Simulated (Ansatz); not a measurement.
GaGeO₃:
```cif
data_GaGeO3
_chemical_formula_sum 'Ga1 Ge1 O3'
_space_group_name_H-M_alt 'P 1'
_space_group_IT_number 1
_cell_length_a 3.48321
_cell_length_b 3.48321
_cell_length_c 4.71987
_cell_angle_alpha 90.000
_cell_angle_beta 90.000
_cell_angle_gamma 90.000
loop_
_space_group_symop_operation_xyz
  'x, y, z'
loop_
_atom_site_label
_atom_site_type_symbol
_atom_site_fract_x
_atom_site_fract_y
_atom_site_fract_z
_atom_site_occupancy
Ga1 Ga 0.50000 0.50000 0.61301 1
Ge1 Ge 0.00000 0.00000 0.21307 1
O1 O 0.00000 0.50000 0.43625 1
O2 O 0.50000 0.00000 0.43625 1
O3 O 0.50000 0.50000 0.99162 1
```

Relaxed with r²SCAN+D4.

Task: Which orbitals make up the states near the Fermi level in the program Ansatz at the r²SCAN+D4 level (PAW)?

Result: Within 0.5 eV of the Fermi level: O 2p 54 %, Ge 4s 29 %, Ge 4p 13 %. Projections are on Löwdin-orthogonalised atomic valence shells; empty p or d shells of many metals are not among them.

Task: Tabulate the density of states.

Result: States/eV per cell of 5 atoms, in 0.25 eV bins, energy from the Fermi level.

```
E (eV)  total  O 2p  Ge 4p  Ge 4s
------  -----  ----  -----  -----
-7.85    0.56  0.35   0.00   0.07
-7.60    0.43  0.29   0.00   0.02
-7.35    0.47  0.31   0.00   0.02
-7.10    0.73  0.50   0.03   0.04
-6.85    2.22  1.59   0.18   0.08
-6.60    1.98  1.44   0.15   0.04
-6.35    2.26  1.61   0.25   0.05
-6.10    2.54  1.82   0.33   0.05
-5.85    2.44  1.79   0.26   0.04
-5.60    1.62  1.20   0.19   0.02
-5.35    2.57  1.94   0.28   0.04
-5.10    2.51  1.91   0.26   0.04
-4.85    1.57  1.19   0.15   0.03
-4.60    1.49  1.16   0.10   0.03
-4.35    1.73  1.38   0.09   0.04
-4.10    1.63  1.32   0.09   0.03
-3.85    1.61  1.31   0.08   0.03
-3.60    3.16  2.44   0.24   0.08
-3.35    3.76  3.02   0.26   0.07
-3.10    2.68  2.24   0.15   0.04
-2.85    3.18  2.73   0.15   0.03
-2.60    3.88  3.45   0.14   0.03
-2.35    5.90  5.16   0.30   0.13
-2.10    2.71  2.48   0.08   0.03
-1.85    5.88  5.61   0.09   0.02
-1.60    3.17  2.99   0.06   0.05
-1.35    0.37  0.23   0.05   0.08
-1.10    0.39  0.19   0.07   0.11
-0.85    0.54  0.28   0.09   0.15
-0.60    0.68  0.35   0.10   0.19
-0.35    0.86  0.45   0.12   0.25
-0.10    1.22  0.66   0.16   0.35
0.15     1.73  0.95   0.21   0.50
0.40     1.04  0.57   0.13   0.31
0.65     0.79  0.44   0.10   0.24
0.90     0.27  0.15   0.03   0.08
1.15     0.00  0.00   0.00   0.00
1.40     0.00  0.00   0.00   0.00
1.65     0.00  0.00   0.00   0.00
1.90     0.00  0.00   0.00   0.00
2.15     0.00  0.00   0.00   0.00
2.40     0.00  0.00   0.00   0.00
2.65     0.00  0.00   0.00   0.00
2.90     0.03  0.00   0.02   0.00
3.15     0.07  0.00   0.04   0.01
3.40     0.11  0.01   0.06   0.01
3.65     0.16  0.02   0.09   0.02
3.90     0.25  0.04   0.12   0.03
4.15     0.31  0.05   0.14   0.03
4.40     0.38  0.07   0.15   0.04
4.65     0.57  0.10   0.21   0.05
```

Space group P4mm. The start of the workflow was typed in or built on a structure type; neither database checked (COD, Materials Project) lists it. Whether it is the stable phase at ambient conditions was not checked. Symmetry was held in the r²SCAN+D4 relaxation; whether a distortion lowers the energy is not shown. With an odd number of electrons in the cell and no spin polarisation, the count alone makes it a metal. Scalar-relativistic: spin–orbit coupling is off unless named, which matters more the heavier the elements.

Potentials: the earlier of the program's two PAW sets. The files were generated under PBE; for other functionals the program regenerates the frozen cores, and for LDA and PBEsol the local potential too.
